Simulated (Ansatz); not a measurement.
ZnSe:
```xyz
2
Lattice="0.0000 2.8330 2.8330 2.8330 0.0000 2.8330 2.8330 2.8330 0.0000" Properties=species:S:1:pos:R:3 pbc="T T T"
Zn     0.0000     0.0000     0.0000
Se     1.4165     1.4165     1.4165
```

r²SCAN in the plane-wave PAW code Ansatz gives a gap of 1.86 eV without spin–orbit coupling, maximum at Γ, minimum at Γ.

### Question
What happens when spin–orbit coupling is switched on?

### Answer
The gap decreases by 0.12 eV, to 1.74 eV; maximum at Γ, minimum at Γ.

### Question
How large is the spin–orbit splitting of the valence top at Γ?

### Answer
The fourfold level lies 0.37 eV above the split-off pair.

### Question
Give the electron effective mass with spin–orbit coupling.

### Answer
0.12 mₑ (isotropic).

Space group F-43m (zinc blende). The r²SCAN relaxation kept the symmetry of its start; phonons on a q-mesh show no instability.

Potentials: the earlier of the program's two PAW sets.
